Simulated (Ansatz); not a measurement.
# ZnS with fluorine replacing S: do the settings matter for the field gradients?

Cell: a supercell of ZnS (space group P6_3mc) built from an entry of the Crystallography Open Database (COD) (the entry's cell lengths or inner coordinates differ somewhat from later room-temperature determinations), with all atoms left at the host's positions.

Space group P3m1 (No. 156); a = 7.6240, c = 18.6900 Å, γ = 120.00°.

| site | Wyckoff | site symmetry | x | y | z |
| --- | --- | --- | --- | --- | --- |
| Zn1 | 3d | .m. | 0.8333 | 0.6667 | 0.0000 |
| Zn3 | 1b | 3m. | 0.3333 | 0.6667 | 0.0000 |
| Zn5 | 3d | .m. | 0.8333 | 0.6667 | 0.5000 |
| Zn7 | 1b | 3m. | 0.3333 | 0.6667 | 0.5000 |
| Zn9 | 1a | 3m. | 0.0000 | 0.0000 | 0.1667 |
| Zn10 | 3d | .m. | 0.0000 | 0.5000 | 0.1667 |
| Zn13 | 3d | .m. | 0.1667 | 0.8333 | 0.6667 |
| Zn16 | 1c | 3m. | 0.6667 | 0.3333 | 0.6667 |
| Zn17 | 3d | .m. | 0.1667 | 0.8333 | 0.3333 |
| Zn20 | 1c | 3m. | 0.6667 | 0.3333 | 0.3333 |
| Zn21 | 1a | 3m. | 0.0000 | 0.0000 | 0.8333 |
| Zn22 | 3d | .m. | 0.0000 | 0.5000 | 0.8333 |
| S25 | 3d | .m. | 0.8333 | 0.6667 | 0.1250 |
| S27 | 1b | 3m. | 0.3333 | 0.6667 | 0.1250 |
| S29 | 3d | .m. | 0.8333 | 0.6667 | 0.6250 |
| S31 | 1b | 3m. | 0.3333 | 0.6667 | 0.6250 |
| F | 1a | 3m. | 0.0000 | 0.0000 | 0.2917 |
| S34 | 3d | .m. | 0.0000 | 0.5000 | 0.2917 |
| S37 | 3d | .m. | 0.1667 | 0.8333 | 0.7917 |
| S40 | 1c | 3m. | 0.6667 | 0.3333 | 0.7917 |
| S41 | 3d | .m. | 0.1667 | 0.8333 | 0.4583 |
| S44 | 1c | 3m. | 0.6667 | 0.3333 | 0.4583 |
| S45 | 1a | 3m. | 0.0000 | 0.0000 | 0.9583 |
| S46 | 3d | .m. | 0.0000 | 0.5000 | 0.9583 |

One atom of each set is listed.

Reference run. Computed with Ansatz: DFT, PBE, plane waves and PAW, scalar-relativistic, 420 eV cutoff, Γ-centred 3×3×1 k-points, Fermi–Dirac smearing 0.01 eV, cell charge +1.

Problem. The input is changed as follows: `hamiltonian.xc`: pbe → lda; `scf.algorithm`: not typed → direct_min. What happens to V_zz (10²¹ V/m²) and η?

Solution. 

```
site  V_zz reference  η reference  V_zz changed  η changed
 Zn3            0.68         0.00          0.64       0.00
 Zn7           -1.12         0.00         -1.06       0.00
 Zn9            9.04         0.00          9.06       0.00
Zn13            0.23         0.96          0.23       0.83
Zn17            8.53         0.13          8.54       0.13
 S25            2.14         0.16          2.19       0.15
 S31            2.06         0.00          2.18       0.00
   F           -0.72         0.00         -0.75       0.00
 S34            3.81         0.34          3.92       0.33
 S41            2.95         0.12          3.01       0.13
 S44            0.53         0.00          0.50       0.00
 S46           -0.27         0.29         -0.28       0.32
```

The largest change of V_zz is on S31, from 2.06 to 2.18. In per cent, |V_zz| changes by -5 to 0 on Zn, -4 to +6 on S, +3 on F (all sites that start above 0.5). The table leaves out 12 of the 24 sites, with |V_zz| up to 1.29; their tensors move by 0.03 at most along any direction. The statements above cover all sites. Its pressure is -5 GPa, against 2 GPa in the reference run. SCF iterations: 10 and 9.

On the reference run: The defect repeats with the cell of 48 atoms, so it feels its images: sites between two images don't show the values beside a lone defect, and zeros or small values of η there can come from the images' arrangement. S and Zn carry a gradient in the pure host already, so the values there aren't the defect's effect alone. A uniform background compensates the cell's charge. With a gap of 0.7 eV on this mesh, small gradients can still move by 0.1 × 10²¹ V/m² or more as the k-mesh gets denser. The neighbours have not yet relaxed around the defect (largest force 0.61 eV/Å), and relaxing can change the values around it severalfold.
